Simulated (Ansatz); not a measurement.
**WC, a database entry at a rescaled volume**

```
W C
1.0
     1.43363    2.48312    0.00000
    -1.43363    2.48312    2.80209
     2.86726    0.00000    2.80209
W C
2 2
Direct
  0.00000 0.00000 0.00000
  0.50000 0.50000 0.50000
  0.25000 0.08333 0.41667
  0.75000 0.58333 0.91667
```

Level: PBE, non-collinear spin; 420 eV; 7×7×7 Γ-centred mesh; fermi-dirac occupations (width 0.1 eV); Ansatz 0.2.0, fixed geometry.

The state carries no moments; the state need not be the lowest.

Is the cell too large or too small?

The pressure is 23.2 GPa (compression positive), so with the atoms held at these fractions the cell would first expand. The principal stresses 22.7, 22.9, 24.1 GPa differ, so its shape would change too.

Give the Bader charges.

Bader charges in e: W +1.43, C -1.43. In the mean W gives up most and C takes most.

Is there a gap?

It is a metal, with about 0.63 states/eV a cell as the mean within 0.25 eV of the Fermi level, mostly W d (69 %) and C p (23 %).

What do density and ELF say about some of the short contacts?

W–C at 2.17 Å: least valence density 0.68 e/Å³ and ELF 0.38 there. Both are smooth PAW fields, read partly inside the augmentation spheres.

Is it stable against the elements?

-0.11 eV an atom against the elements' usual phases (free molecules for gases, crystals otherwise, with no correction for O₂ or N₂), so it is bound against them; other compounds may still compete. Relaxing would lower it.

Origin: a database entry at a rescaled volume. Caveats: the k mesh is coarse if the cell is a metal; atoms or cell far from equilibrium.
